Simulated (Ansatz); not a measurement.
**Y vacancy in GdYH4, calculated**

Level of theory: PBEsol, collinear spin, scalar-relativistic; Ansatz, plane waves to 420 eV (PAW set soft_2), k-mesh 4×4×4.

The relaxed host crystal (no gap at this level of theory):

```
Gd H Y
1.0
     3.66285    0.00000    0.00000
     0.00000    3.66285    0.00000
     0.00000    0.00000    5.22052
Gd H Y
1 4 1
Direct
  0.00000 0.00000 0.00000
  0.50000 0.00000 0.74594
  0.00000 0.50000 0.25406
  0.50000 0.00000 0.25406
  0.00000 0.50000 0.74594
  0.50000 0.50000 0.50000
```

Supercell of 24 atoms, rows of the matrix [[0,-2,0],[-2,0,0],[1,1,-1]] times the cell vectors; Y vacancy at (0.500, 0.500, 0.500) in fractions of the cell above. Atoms are relaxed at the host's cell, from a start shaken by 0.03 Å near the defect. The cell loses 1 of its 4 Y, so this is a heavily defective crystal.

Question: How does the lattice relax around the defect?

Answer: Distances from the empty Y site (Å), by shell of the perfect crystal:

| shell | perfect crystal | relaxed, charge 0 |
| --- | --- | --- |
| 8 H | 2.24 | 2.46 (2.33 to 2.58) |

| charge | moment of the cell (μB) | gap of the cell on the mesh (eV) |
| --- | --- | --- |
| 0 | 28.27 | 0.00 |

At charge 0 the unpaired electrons sit on atoms with moments (μB): 4 Gd of 6.75.

Formation energy of the neutral defect: 4.10 eV, taking atoms from and to the elements' standard states (no corrections for gases), so it belongs to those chemical potentials alone.

Relaxed cell at charge 0:

```
GdYH4 V_Y charge 0
1.0
     0.0000   -7.3257    0.0000
    -7.3257    0.0000    0.0000
     3.6628    3.6628   -5.2205
Gd H Y
4 16 3
Direct
  0.5032 0.4972 0.0006
  0.9979 0.4973 0.0007
  0.5032 0.0025 0.0007
  0.9980 0.0026 0.0006
  0.1467 0.8580 0.2168
  0.5706 0.8580 0.2168
  0.1317 0.3782 0.2573
  0.6261 0.3782 0.2573
  0.1425 0.8538 0.7845
  0.6223 0.8688 0.7441
  0.1425 0.4298 0.7844
  0.6223 0.3744 0.7441
  0.3896 0.1279 0.7568
  0.8677 0.1280 0.7568
  0.3769 0.6207 0.7423
  0.8659 0.6207 0.7423
  0.8725 0.6109 0.2446
  0.3798 0.6237 0.2591
  0.8726 0.1328 0.2446
  0.3798 0.1346 0.2591
  0.5031 0.0024 0.5056
  0.9981 0.4974 0.4957
  0.5006 0.4999 0.5007
```

Caveats: Gd without a U keeps its half-filled shell, but its 4f levels lie too near the Fermi level; open f or d shells may hold a state above the lowest; small supercell, so energies and levels can be off by tenths of an eV; one random start near the defect, so other minima are possible.
